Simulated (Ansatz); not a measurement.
One crystal and one scan (generalised stacking-fault energy along a line) at two levels, r2SCAN (plane waves to 500 eV, PAW, scalar-relativistic; Ansatz, a first-principles code) and PBE (plane waves to 420 eV, PAW, scalar-relativistic; Ansatz), each from its own relaxed cell and on its own mesh. The cell shown is that of r2SCAN.

Generalised stacking fault of CoSi₂ (fluorite type, space group Fm-3m) on the {100} plane. The cell below holds the perfect crystal with the plane normal along z; tilting its third vector by the shift puts one fault into each cell, between planes 1.33 Å apart, at fixed cell height.

```xyz
9
Lattice="3.7582 0.0000 0.0000 0.0000 3.7582 0.0000 1.8791 1.8791 7.9724" Properties=species:S:1:pos:R:3 pbc="T T T"
Co     1.7225     1.7225     7.3080
Co     1.7225     1.7225     1.9931
Co     3.6016     3.6016     4.6505
Si     3.6016     1.7225     0.6644
Si     1.7225     3.6016     3.3218
Si     3.6016     1.7225     5.9793
Si     1.7225     3.6016     0.6644
Si     3.6016     1.7225     3.3218
Si     1.7225     3.6016     5.9793
```

In-plane vectors a = (3.758, 0.000) Å, b = (0.000, 3.758) Å, area 14.12 Å². The shift is s times the vector a + b (length 5.315 Å), so s = 1 restores the start. The shift is rigid: no atom relaxes. γ = [E(shift) − E(0)] / area.

Energies are extrapolated to zero smearing. CoSi2 is run without spin polarisation. CoSi2 was relaxed with its symmetry unable to fall. Faults lie only 8.0 Å apart, and holding the cell height and the atoms raises γ above its relaxed value. With partly filled bands, the k mesh leaves noise in γ, roughly 0.02 J/m² as judged from a few cases. Percentages come from the unrounded values. Both scans cover s from 0.000 to 0.917.

Results of r2SCAN:

| Item | Value |
|---|---|
| Lattice constant a (Å) | 5.315 |
| Highest computed γ on the line (J/m²) | 3.84 |
| γ at the local minimum along the line, s = 0.500 (J/m²) | 0.73 |
| Lower barrier from zero shift into that minimum (unstable fault energy, highest computed point) (J/m²) | 3.84 |
| Steepest slope dγ/d(shift) before the first maximum (spline) (GPa) | 44 |
| Position of the highest point | s = 0.250 and s = 0.750 |
| Local minima between the ends | s = 0.500 |

What does PBE give for the same quantities?


```
quantity                                                                                                  PBE     r2SCAN − PBE
------------------------------------------------------------------------------------------------------  -----  ---------------
Lattice constant a (Å)                                                                                  5.360  -0.045 (-0.8 %)
Highest computed γ on the line (J/m²)                                                                    3.42    +0.42 (+12 %)
γ at the local minimum along the line, s = 0.500 (J/m²)                                                  0.67     +0.06 (+9 %)
Lower barrier from zero shift into that minimum (unstable fault energy, highest computed point) (J/m²)   3.42    +0.42 (+12 %)
Steepest slope dγ/d(shift) before the first maximum (spline) (GPa)                                         39       +5 (+13 %)
```

r2SCAN gives the higher value for: highest computed γ on the line; γ at the local minimum along the line, s = 0.500; lower barrier from zero shift into that minimum; steepest slope dγ/d(shift) before the first maximum. r2SCAN gives the lower value for: lattice constant a. Both give the same position of the highest point: s = 0.250 and s = 0.750. Neither level is exact: the differences show how much the result hangs on the functional.

(The slope of γ gives the shear force per area between the displaced halves; near zero shift its curvature is an elastic stiffness.)
